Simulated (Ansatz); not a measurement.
SiO$_{2}$:
Space group P3₁21 (No. 152); a = b = 4.8665 Å, c = 5.3657 Å, α = β = 90.00°, γ = 120.00°

```
atom  site  symmetry       x       y       z
----  ----  --------  ------  ------  ------
O       6c         1  0.4112  0.2760  0.2211
Si      3a       .2.  0.5352  0.5352  0.0000
```

Relaxed with LDA.

Problem. Decompose the optical modes at the zone centre into irreducible representations, and say which are infrared and Raman allowed.

Solution. Point group 32: Γ_opt = 4A1 + 4A2 + 8E. Infrared: A2, E. Raman: A1, E.

Problem. Assign frequencies (DFPT, LDA in the plane-wave PAW code Ansatz; without the LO–TO term).

Solution. E 128, A1 224, E 255, A1 337, A2 341, E 374, E 434, A1 457, A2 482, E 693, A2 770, E 795, E 1064, A2 1074, A1 1080, E 1147 cm⁻¹.

Space group P3_121. The cell was relaxed with LDA under the symmetry of its start; phonons on a q-mesh show no instability.

Potentials: the later of the program's two PAW sets.
